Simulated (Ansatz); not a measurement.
Relaxed-ion elastic tensor of YIn (CsCl type, Pm-3m) in GPa (Voigt order), PBEsol (plane waves, PAW; program Ansatz); density 6.64 g/cm³, 25.47 Å³ per atom.

```
72.1  59.4  59.4   0.0   0.0   0.0
59.4  72.1  59.4   0.0   0.0   0.0
59.4  59.4  72.1   0.0   0.0   0.0
 0.0   0.0   0.0  50.0   0.0   0.0
 0.0   0.0   0.0   0.0  50.0   0.0
 0.0   0.0   0.0   0.0   0.0  50.0
```

**Question.** Is the crystal mechanically stable?

**Answer.** Yes: the smallest eigenvalue of C is 12.8 GPa.

**Question.** Work out the Voigt, Reuss and Hill averages.

**Answer.** K_V = 63.6, K_R = 63.6, K_H = 63.6; G_V = 32.6, G_R = 13.4, G_H = 23.0 GPa.

**Question.** Give Young's modulus, Poisson's ratio, Pugh's ratio and the universal anisotropy index.

**Answer.** E = 9KG/(3K + G) = 61.5 GPa; ν = 0.34; K/G = 2.77 (ductile by the Pugh limit of 1.75); A_U = 5G_V/G_R + K_V/K_R − 6 = 7.17.

**Question.** Estimate the sound speeds and the Debye temperature.

**Answer.** v_l = √((K + 4G/3)/ρ) = 3770 m/s, v_t = √(G/ρ) = 1860 m/s, mean 2090 m/s; Θ = (h/k)(3n/4πV)^(1/3) v_m = 211 K.

**Question.** Give the Zener ratio and Young's modulus along [100], [110] and [111].

**Answer.** A = 2C44/(C11 − C12) = 7.85; 1/E = S11 − 2(S11 − S12 − S44/2)Γ with Γ = 0, 1/4, 1/3 gives 18.5, 50.5, 119 GPa.

**Question.** Solve the Christoffel equation for the three sound speeds along [100], [110], [111].

**Answer.** Eigenvalues of C_ijkl n_j n_l equal ρv². In km/s, slowest first: [100] 2.74, 2.74, 3.30; [110] 0.98, 2.74, 4.18; [111] 1.77, 1.77, 4.43.

The workflow started from an entry of the Crystallography Open Database (COD). Whether it is the stable phase at ambient conditions was not checked. The cell was relaxed with PBEsol under the symmetry of its start; of distortions, only those at the zone centre were tested. The run is not spin-polarised. As this level gives no gap, shear constants depend on the k-mesh and smearing (Fermi–Dirac, 0.1 eV here).

Potentials: the later of the program's two PAW sets.
